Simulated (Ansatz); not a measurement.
IrC in space group P-6m2 (No. 187; Ir on 1a, C on 1d) under volume change, r²SCAN (plane waves, PAW; program Ansatz), shape and atoms relaxed at each volume.

| V (Å³/atom) | E − E(relaxed) (meV/atom) | P (GPa) |
|---|---|---|
| 9.625 | 108.1 | 39.77 |
| 9.943 | 45.2 | 24.21 |
| 10.260 | ? | ? |
| 10.577 | 0.0 | 0.00 |
| 10.895 | 9.4 | -9.26 |
| 11.212 | 35.7 | -17.03 |
| 11.529 | ? | ? |

Question: Some entries are withheld; supply them.

Answer: 
- 10.260, E − E(relaxed) (meV/atom): 10.6
- 10.260, P (GPa): 11.07
- 11.529, E − E(relaxed) (meV/atom): 76.1
- 11.529, P (GPa): -23.60

Question: What does a third-order Birch–Murnaghan fit give for V₀, B₀ and B′?

Answer: V₀ = 10.58 Å³/atom, B₀ = 336 GPa, B′ = 4.8.

The start of the workflow was typed in or built on a structure type; neither database checked (COD, Materials Project) lists it. Its standing as an ambient phase is unchecked. Symmetry was held in the r²SCAN relaxation; its stability against distortions is not shown here. No spin polarisation was allowed. Its formation energy is positive at this level, so the cell may be metastable or incomplete. Spin–orbit coupling is left out wherever it is not named.

Potentials: the earlier of the program's two PAW sets.
